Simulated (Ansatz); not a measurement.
BiSe (rock salt, Fm-3m), LDA in the plane-wave PAW code Ansatz, all energies at zero smearing, with the estimated change up to a 700 eV cutoff added, with one set of potentials and settings (totals compare only within such a set). Cell of 2 atoms (1 Bi, 1 Se): -17469.482 eV.

```tsv
element	reference phase	E (eV/atom)
Bi	R-3m, 2 atoms in the cell	-12085.8651
Se	P3_121, 3 atoms in the cell	-5383.2604
```

Formation energy per atom, worked out: (-17469.482 − 1×(-12085.8651) − 1×(-5383.2604))/2 = -0.178 eV/atom (-17 kJ per mol of atoms), at 0 K, without zero-point energy or fitted corrections.

The first step of the workflow began from a Materials Project structure, measured or hypothetical; the Crystallography Open Database files this formula in space group No. 225, but the cells were not matched. Whether it is the stable phase at ambient conditions was not checked. The LDA relaxation kept the symmetry of its start. At this level the phase is mechanically unstable. The references are the lowest solids computed at this level, not always the standard phases. Spin–orbit coupling is left out wherever it is not named.

Potentials: the later of the program's two PAW sets.
